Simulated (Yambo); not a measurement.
Yambo run on HgZnS2 (space group R3m, No. 160). The wavefunctions are PBEsol (pw.x of Quantum ESPRESSO, ONCV potentials, with spin-orbit coupling) ones on a 4×4×4 mesh (52 occupied bands); a = 6.926 Å, b = 6.926 Å, c = 6.926 Å, α = 33.14°, β = 33.14°, γ = 33.14°.

Yambo input:

```
rim_cut
gw0
dyson
el_el_corr
HF_and_locXC
cohsex
em1s
RandQpts= 1000000
RandGvec= 1 Ry
EXXRLvcs= 84 Ry
VXCRLvcs= 336 Ry
Chimod= "HARTREE"
% BndsRnXs
 17 | 222 |
%
NGsBlkXs= 6 Ry
% LongDrXs
 1.0 | 1.0 | 1.0 |
%
ExtendOut
% QPkrange
 1 | 1 | 52 | 53 |
%
```

k points by index: 1 = Γ.

The o-*.qp file then holds:

```
#    K-point    Band    Eo [eV]    E [eV]    E-Eo [eV]    Vxc [eV]    Vnlxc [eV]    Sc|Eo [eV]    Re(Z)    Im(Z)
#
    1    52    0.000000    -2.062556    -2.062556    -15.96755    -18.80386    0.773755    1.000000    0.000000
    1    53    0.353545    -0.675398    -1.028943    -11.95944    -8.293713    -4.694671    1.000000    0.000000
```
(The two width columns are left out.) Convergence of these settings isn't established.

Geometry relaxed with PBEsol.

The structure is a Materials Project entry; no match was found in the copy of COD used, and its stability was not checked.
